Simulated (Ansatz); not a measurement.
**Relaxing a structure of Mo**

The start is a generated trial cell of Mo in the AFLOW prototype A_cI16_206_c (as in Si). The cell and all atomic positions are relaxed at zero pressure with PBEsol (plane waves to 420 eV, PAW, scalar-relativistic; Ansatz, a program for electronic structure). First-step values are on the input's coarse k-mesh.

Ansatz input (later rounds restart from its end on a renewed k-mesh):
Ansatz 0.2 input:
```yaml
crystal:
  lattice:
    - [-3.1500005, 3.1500005, 3.1500005]
    - [3.1500005, -3.1500005, 3.1500005]
    - [3.1500005, 3.1500005, -3.1500005]
  atoms:
    - { symbol: Mo, position: [0.2998, 0.2998, 0.2998] }
    - { symbol: Mo, position: [0.5, 0, 0.2002] }
    - { symbol: Mo, position: [0, 0.2002, 0.5] }
    - { symbol: Mo, position: [0.2002, 0.5, 0] }
    - { symbol: Mo, position: [0.7002, 0.7002, 0.7002] }
    - { symbol: Mo, position: [0.5, 0, 0.7998] }
    - { symbol: Mo, position: [0, 0.7998, 0.5] }
    - { symbol: Mo, position: [0.7998, 0.5, 0] }
basis: { ecutwfc: 420, ecutrho_ratio: 4, xc_grid: 2, fft_grid_basis: typed }
kpoints: { mp_grid: { grid: [7, 7, 7] } }
hamiltonian:
  xc: pbesol
  dispersion: none
  pseudopotentials: { azcp: { folder: ./paw }, kind: paw }
scf: { occupations: { method: fermi_dirac, width: 0.05 } }
relax: { f_tol: 0.01, max_steps: 100, cell: { stress_tol: 0.02 } }
output: { forces: true, stress: true }
```

| Item | Value |
|---|---|
| Outcome | The space group stays Ia-3 (No. 206) (the run could not lower it); the end is AFLOW prototype A_cI16_206_c (as in Si), with 8 atoms in the primitive cell |
| Energy released | 0.72 eV/atom |
| Volume change | +21.4 %, from 15.63 to 18.97 Å³/atom |
| Optimiser moves | 9 |

It ends as:

Space group Ia-3 (No. 206); a = b = c = 6.7200 Å, α = β = γ = 90.00°

| atom | site | symmetry | x | y | z |
|---|---|---|---|---|---|
| Mo | 16c | .3. | 0.1337 | 0.1337 | 0.1337 |
(The calculation used a cell of 8 atoms; values per cell refer to that cell.)

Final values are on a 10×10×10 k-mesh of the relaxed cell. The start holds a very short contact (Mo–Mo 2.18 Å). No spin polarisation in the result.

The run could not lose the symmetry of its start, so the end can be a saddle point.

The relaxed structure here is a generated cell of Mo: the first start was made by placing the elements on the sites of a structure type, and the end was not matched to a known phase here, so it may be hypothetical. Known forms of Mo include space group No. 229.
